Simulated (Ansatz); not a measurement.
LaBeGe$_{3}$, a known structure type with other elements, at an estimated volume

```
La Be Ge
1.0
     3.04802    5.27933    0.00000
    -3.04802    5.27933    0.00000
     0.00000    0.00000    5.66896
La Be Ge
2 2 6
Cartesian
  -0.0003 3.5197 4.2517
  -0.0003 7.0389 1.4172
  0.0000 0.0000 0.0000
  0.0000 0.0000 2.8345
  0.0000 2.0415 1.4172
  1.2800 6.3001 4.2517
  1.2800 4.2586 1.4172
  0.0000 8.5171 4.2517
  -1.2800 4.2586 1.4172
  -1.2800 6.3001 4.2517
```

Level: r2SCAN, no spin polarisation; 500 eV; 7×7×6 Γ-centred mesh; gaussian occupations (width 0.0154 eV); Ansatz 0.2.0, fixed geometry.

Task: What do density and ELF say about some of the short contacts?

Result: Ge–Ge at 2.56 Å: least valence density 0.39 e/Å³ and ELF 0.55 there. La–Ge at 3.06 Å: least valence density 0.20 e/Å³ and ELF 0.19 there. Be–Ge at 2.49 Å is left out, since its least density falls inside a PAW sphere. Be–Be at 2.83 Å is left out, since its least density falls inside a PAW sphere. Both are smooth PAW fields, read partly inside the augmentation spheres.

Task: Which element gives electrons and which takes them?

Result: Bader charges in e: La +1.41, Be +1.40, Ge -0.93. In the mean La gives up most and Ge takes most.

Task: Metal or insulator?

Result: It is a metal, with about 5.3 states/eV a cell as the mean within 0.25 eV of the Fermi level, mostly Ge p (54 %) and La d (22 %).

Task: What is the formation energy?

Result: -0.14 eV an atom against the elements' usual phases (free molecules for gases, crystals otherwise, with no correction for O₂ or N₂), so it is bound against them; other compounds may still compete. Relaxing would lower it.

Task: What does the stress say?

Result: The pressure is 6.3 GPa (compression positive), so with the atoms held at these fractions the cell would first expand. The principal stresses 5.0, 5.0, 8.8 GPa differ, so its shape would change too.

Task: Which atom feels the largest force, and which way?

Result: The largest is on Ge6 (and as large on other atoms): 0.37 eV/Å, components (0.32, -0.19, 0.00). It makes 35° with the line to a nearest neighbour, Be3 at 2.49 Å, pointing towards it.

Origin: a known structure type with other elements, at an estimated volume, so it need not be a known compound. Caveats: f levels without a U or exact exchange are poorly placed.
